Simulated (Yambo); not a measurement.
```
CELL_PARAMETERS angstrom
      0.00000     3.39948     3.39948
      3.39948     0.00000     3.39948
      3.39948     3.39948     0.00000
ATOMIC_POSITIONS crystal
  Cl 0.75000 0.75000 0.75000
  Cl 0.25000 0.25000 0.25000
  Sr 0.00000 0.00000 0.00000
```

Response from Yambo on LDA (pw.x of Quantum ESPRESSO, ONCV potentials, no spin-orbit coupling) bands: 8×8×8 mesh, 61 bands, 4 Ry local-field block, 0.2 eV broadening.

Task: Give the static electronic dielectric constant without and with local fields.

Result: 
| field along | ε(0), independent particles | ε(0), RPA with local fields | refractive index √ε |
|---|---|---|---|
| x | 3.51 | 2.99 | 1.73 |
Electronic (clamped-ion) response only. LDA gaps are usually too small, which raises these values. Convergence of the RPA response with its 8×8×8 mesh was not tested.

Geometry relaxed with LDA.
